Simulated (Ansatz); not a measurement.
LiF:
```cif
data_FLi
_chemical_formula_sum 'Li1 F1'
_space_group_name_H-M_alt 'P 1'
_space_group_IT_number 1
_cell_length_a 2.82129
_cell_length_b 2.82129
_cell_length_c 2.82129
_cell_angle_alpha 60.000
_cell_angle_beta 60.000
_cell_angle_gamma 60.000
loop_
_space_group_symop_operation_xyz
  'x, y, z'
loop_
_atom_site_label
_atom_site_type_symbol
_atom_site_fract_x
_atom_site_fract_y
_atom_site_fract_z
_atom_site_occupancy
Li1 Li 0.00000 0.00000 0.00000 1
F1 F 0.50000 0.50000 0.50000 1
```

Relaxed with r²SCAN.

Task: Which orbitals make up the states near the band edges in plane-wave PAW r²SCAN (Ansatz code)?

Result: Top 1 eV of the valence band: F 2p 99 %. Bottom 1 eV of the conduction band: Li 2s 62 %, F 2s 25 %, Li 1s 8 %. Projections are on Löwdin-orthogonalised atomic valence shells; empty p or d shells of many metals are not among them.

Task: Tabulate the density of states.

Result: States/eV per cell of 2 atoms, in 0.25 eV bins, energy from the valence-band maximum.

```
E (eV)  total  F 2p  Li 2s  F 2s
------  -----  ----  -----  ----
-3.30    0.00  0.00   0.00  0.00
-3.05    0.14  0.14   0.00  0.00
-2.80    0.49  0.47   0.01  0.00
-2.55    1.66  1.57   0.07  0.00
-2.30    2.65  2.50   0.11  0.01
-2.05    1.32  1.22   0.07  0.01
-1.80    1.35  1.28   0.05  0.01
-1.55    1.50  1.44   0.03  0.01
-1.30    1.59  1.55   0.02  0.01
-1.05    1.87  1.83   0.01  0.00
-0.80    3.26  3.21   0.02  0.00
-0.55    3.53  3.50   0.01  0.00
-0.30    3.43  3.41   0.00  0.00
-0.05    1.21  1.20   0.00  0.00
0.20     0.00  0.00   0.00  0.00
0.45     0.00  0.00   0.00  0.00
0.70     0.00  0.00   0.00  0.00
0.95     0.00  0.00   0.00  0.00
1.20     0.00  0.00   0.00  0.00
1.45     0.00  0.00   0.00  0.00
1.70     0.00  0.00   0.00  0.00
1.95     0.00  0.00   0.00  0.00
2.20     0.00  0.00   0.00  0.00
2.45     0.00  0.00   0.00  0.00
2.70     0.00  0.00   0.00  0.00
2.95     0.00  0.00   0.00  0.00
3.20     0.00  0.00   0.00  0.00
3.45     0.00  0.00   0.00  0.00
3.70     0.00  0.00   0.00  0.00
3.95     0.00  0.00   0.00  0.00
4.20     0.00  0.00   0.00  0.00
4.45     0.00  0.00   0.00  0.00
4.70     0.00  0.00   0.00  0.00
4.95     0.00  0.00   0.00  0.00
5.20     0.00  0.00   0.00  0.00
5.45     0.00  0.00   0.00  0.00
5.70     0.00  0.00   0.00  0.00
5.95     0.00  0.00   0.00  0.00
6.20     0.00  0.00   0.00  0.00
6.45     0.00  0.00   0.00  0.00
6.70     0.00  0.00   0.00  0.00
6.95     0.00  0.00   0.00  0.00
7.20     0.00  0.00   0.00  0.00
7.45     0.00  0.00   0.00  0.00
7.70     0.00  0.00   0.00  0.00
7.95     0.00  0.00   0.00  0.00
8.20     0.00  0.00   0.00  0.00
8.45     0.00  0.00   0.00  0.00
8.70     0.00  0.00   0.00  0.00
8.95     0.00  0.00   0.00  0.00
9.20     0.00  0.00   0.00  0.00
9.45     0.00  0.00   0.00  0.00
9.70     0.00  0.00   0.00  0.00
9.95     0.00  0.00   0.00  0.00
10.20    0.00  0.00   0.00  0.00
10.45    0.02  0.00   0.01  0.01
10.70    0.06  0.00   0.04  0.02
10.95    0.09  0.00   0.05  0.02
11.20    0.12  0.01   0.08  0.03
11.45    0.15  0.01   0.10  0.03
11.70    0.20  0.01   0.13  0.04
```

Space group Fm-3m (rock salt). The cell was relaxed with r²SCAN under the symmetry of its start.

Potentials: the later of the program's two PAW sets.
